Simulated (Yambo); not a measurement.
BSE-type run in Yambo on Ba$_{2}$CdB$_{2}$O$_{6}$ (space group C2/m, No. 12), at zero momentum.

Quantum ESPRESSO step (PBEsol, PseudoDojo standard norm-conserving files, scalar-relativistic):
```
&CONTROL
  calculation = 'nscf'
  pseudo_dir = './pseudo'
  outdir = './out'
/
&SYSTEM
  ibrav = 0
  nat = 11
  ntyp = 4
  ecutwfc = 102.0
  ecutrho = 408.0
  occupations = 'fixed'
  force_symmorphic = .true.
  nbnd = 103
/
&ELECTRONS
  conv_thr = 1.1000000000000001e-08
  diago_full_acc = .true.
  diago_thr_init = 1e-08
/
ATOMIC_SPECIES
B 10.8100 B.upf
O 15.9990 O.upf
Cd 112.4140 Cd.upf
Ba 137.3270 Ba.upf
CELL_PARAMETERS angstrom
  4.902015000000  -2.702250000000   0.000000000000
  4.902015000000   2.702250000000   0.000000000000
 -3.171558000000   0.000000000000   5.977536000000
ATOMIC_POSITIONS crystal
B   0.439300000000   0.439300000000   0.238100000000
B   0.560700000000   0.560700000000   0.761900000000
O   0.297670000000   0.744310000000   0.271700000000
O   0.702330000000   0.255690000000   0.728300000000
O   0.255690000000   0.702330000000   0.728300000000
O   0.744310000000   0.297670000000   0.271700000000
O   0.282280000000   0.282280000000   0.173520000000
O   0.717720000000   0.717720000000   0.826480000000
Cd   0.000000000000   0.000000000000   0.000000000000
Ba   0.789920000000   0.789920000000   0.310430000000
Ba   0.210080000000   0.210080000000   0.689570000000
K_POINTS automatic
4 4 4 0 0 0
```

Yambo input:
```
rim_cut
optics
bse
bss
dipoles
em1s
RandQpts= 1000000
RandGvec= 1 Ry
FFTGvecs= 40 Ry
Chimod= "HARTREE"
BSKmod= "SEX"
BSEmod= "resonant"
BSSmod= "hs"
BSENGexx= 15 Ry
BSENGBlk= 3 Ry
% KfnQP_E
 1.903 | 1.0 | 1.0 |
%
% BSEQptR
 1 | 1 |
%
% BSEBands
 27 | 50 |
%
% BEnRange
 0.0 | 10.1 | eV
%
% BDmRange
 0.15 | 0.15 | eV
%
BEnSteps= 202
% BLongDir
 0.0 | 1.0 | 0.0 |
%
BSHayTrs= -0.02
BSSNEig= 24
WRbsWF
% BndsRnXs
 5 | 99 |
%
NGsBlkXs= 3 Ry
% LongDrXs
 1.0 | 1.0 | 1.0 |
%
```

From the report:

The dimension is k points × valence × conduction bands = 64 × 15 × 9 = 8640.
```
  [SLEPC] Approach                          : Krylov-Schur
  [SLEPC] Number of requested eigenvalues   :  24
  [SLEPC] Number of eigenvalues        [NEV]:  24
   [K] Dimension                                    :   8640
   [K] Bands                                        :   27   50
   [K] Exchange res                                 : yes
   [K] Correlation res                              : yes
   [K] W interaction is bare                        : no
   [K] RL vectors exchange                          :  1045
   [K] RL vectors correlation                       :  101
   [W] Matrix size                                  :  101
   [W] Bands                                        :    5   99
   [W] Coulomb Cutoff                               : none
   [W] Hxc Kernel                                   : HARTREE
```

Spin-orbit coupling is not included.

Geometry of the Materials Project entry, not relaxed at this level.

The structure is a Materials Project entry; no match was found in the copy of COD used, and its stability was not checked.
